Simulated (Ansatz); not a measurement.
Here is the system:

Sb:
```cif
data_Sb2
_chemical_formula_sum 'Sb2'
_space_group_name_H-M_alt 'P 1'
_space_group_IT_number 1
_cell_length_a 3.33393
_cell_length_b 3.33393
_cell_length_c 5.53516
_cell_angle_alpha 90.000
_cell_angle_beta 90.000
_cell_angle_gamma 120.000
loop_
_space_group_symop_operation_xyz
  'x, y, z'
loop_
_atom_site_label
_atom_site_type_symbol
_atom_site_fract_x
_atom_site_fract_y
_atom_site_fract_z
_atom_site_occupancy
Sb1 Sb 0.33333 0.66667 0.25000 1
Sb2 Sb 0.66667 0.33333 0.75000 1
```

This is the r²SCAN+D4-relaxed structure.

**Question.** All from the program Ansatz at the r²SCAN+D4 level (PAW), unless another level is named. Predict the electronic character.

**Answer.** metallic (no gap).

**Question.** What about the density of states at the Fermi level?

**Answer.** 0.66 states/eV per atom (mean over ±0.08 eV).

Space group P6_3/mmc (hcp (Mg type)). The workflow started from an entry of the Crystallography Open Database (COD), which files this formula under 5 space groups. It is not the phase usual at ambient conditions (space group No. 166). The cell was relaxed with r²SCAN+D4 under the symmetry of its start; whether a distortion lowers the energy is not shown. Spin–orbit coupling is left out wherever it is not named.

Potentials: the later of the program's two PAW sets.
